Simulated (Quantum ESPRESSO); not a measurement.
pw.x input (Quantum ESPRESSO 7.5; PBEsol, PseudoDojo standard norm-conserving files, scalar-relativistic):

```
&CONTROL
  calculation = 'scf'
  pseudo_dir = './pseudo'
  outdir = './out'
  tprnfor = .true.
  tstress = .true.
/
&SYSTEM
  ibrav = 0
  nat = 8
  ntyp = 3
  ecutwfc = 88.0
  ecutrho = 352.0
  occupations = 'smearing'
  smearing = 'fd'
  degauss = 0.002
  nbnd = 25
/
&ELECTRONS
  conv_thr = 8e-10
/
ATOMIC_SPECIES
H 1.0080 H.upf
Sr 87.6200 Sr.upf
Rh 102.9055 Rh.upf
CELL_PARAMETERS angstrom
 -2.668365000000   2.668365000000   3.878290000000
  2.668365000000  -2.668365000000   3.878290000000
  2.668365000000   2.668365000000  -3.878290000000
ATOMIC_POSITIONS crystal
H   0.772780000000   0.215760000000  -0.000000000000
H   0.215760000000   0.215760000000   0.442980000000
H   0.215760000000   0.772780000000   0.000000000000
H   0.772780000000   0.772780000000   0.557020000000
H   0.239500000000   0.239500000000  -0.000000000000
Sr   0.749370000000   0.249370000000   0.500000000000
Sr   0.249370000000   0.749370000000   0.500000000000
Rh   0.007690000000   0.007690000000   0.000000000000
K_POINTS automatic
8 8 8 0 0 0
```

End of the output:

```

[...]
     the Fermi energy is     8.0655 ev
!    total energy              =    -377.33264526 Ry
     estimated scf accuracy    <          4.6E-10 Ry
     smearing contrib. (-TS)   =      -0.00000002 Ry
     internal energy E=F+TS    =    -377.33264524 Ry
     The total energy is F=E-TS. E is the sum of the following terms:
     one-electron contribution =    -196.59712165 Ry
     hartree contribution      =     109.62775126 Ry
     xc contribution           =     -74.36981771 Ry
     ewald contribution        =    -215.99345713 Ry
     convergence has been achieved in  10 iterations
     Forces acting on atoms (cartesian axes, Ry/au):
     atom    1 type  1   force =     0.00097698   -0.00097698   -0.00061821
     atom    2 type  1   force =     0.00097698    0.00097698   -0.00061821
     atom    3 type  1   force =    -0.00097698    0.00097698   -0.00061821
     atom    4 type  1   force =    -0.00097698   -0.00097698   -0.00061821
     atom    5 type  1   force =     0.00000000    0.00000000   -0.00322517
     atom    6 type  2   force =     0.00000000    0.00000000   -0.00096157
     atom    7 type  2   force =     0.00000000    0.00000000   -0.00096157
     atom    8 type  3   force =     0.00000000    0.00000000    0.00762117
     Total force =     0.008916     Total SCF correction =     0.000041
     Computing stress (Cartesian axis) and pressure
          total   stress  (Ry/bohr**3)                   (kbar)     P=      -14.53
  -0.00008731   0.00000000  -0.00000000          -12.84        0.00       -0.00
  -0.00000000  -0.00008731  -0.00000000           -0.00      -12.84       -0.00
   0.00000000   0.00000000  -0.00012180            0.00        0.00      -17.92
```
In a gapped system the printed Fermi energy is only some level inside the gap.

Spin-orbit coupling is not included.

Geometry of the Materials Project entry, not relaxed at this level.
